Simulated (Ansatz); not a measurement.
LaPd3 (AuCu3-type structure)

Method: PBEsol, scalar-relativistic; no spin polarisation; PAW, 420 eV, Γ-centred 8×8×8 mesh, 0.05 eV Gaussian smearing; code Ansatz; PAW files: Ansatz's generated set soft_2.

```xyz
4
Lattice="4.1499 0.0000 0.0000 0.0000 4.1499 0.0000 0.0000 0.0000 4.1499" Properties=species:S:1:pos:R:3 pbc="T T T"
La    0.0000    0.0000    0.0000
Pd    0.0000    2.0750    2.0750
Pd    2.0750    2.0750    0.0000
Pd    2.0750    0.0000    2.0750
```

The start was a prototype's sites filled with these elements; the Crystallography Open Database holds the compound in this structure.

The cell is relaxed to zero pressure at this level.

The cell has space group Pm-3m (read at 0.01 Å). In it the stress is 0.04, 0.04, 0.04, 0.00, 0.00, 0.00 GPa and the largest force component 0.000 eV/Å. Each change below starts from this cell, without further relaxation. Stress is in GPa, positive in compression, in the order xx, yy, zz, yz, xz, xy; energies are counted from the cell above and are free energies with the smearing's entropy, which match forces and stress in a metal.

Question: One atom was moved along a Cartesian axis, and these forces appeared. Which atom, and about how far?
| atom | Fx (eV/Å) | Fy | Fz |
| --- | --- | --- | --- |
| La1 | 0.387 | 0.000 | 0.000 |
| Pd2 | 0.258 | 0.000 | 0.000 |
| Pd3 | 0.046 | 0.000 | 0.000 |
| Pd4 | -0.692 | 0.000 | 0.000 |

Answer: Atom 4 (Pd) is moved by 0.12 Å along x; the energy changes by 41.2 meV per cell.

Question: What stress follows from an engineering strain of 2 % in xz, atoms carried along?

Answer: 0.13, 0.04, 0.13, 0.00, -1.17, 0.00 GPa; the energy changes by 5.2 meV per cell.
The change of the stress over the strain gives a clamped-atom stiffness of about 58 GPa for this component.
In a harmonic crystal the energy would rise by V(½Cε² − σ₀ε), with σ₀ the stress of the unstrained cell, = 5.2 meV, which matches.

Scalar-relativistic only: spin–orbit splittings of the heavy atoms' levels are missing. The relaxed cell is 5 % smaller in volume than the cell of this structure in the Crystallography Open Database (18.89 Å³/atom, 1982).
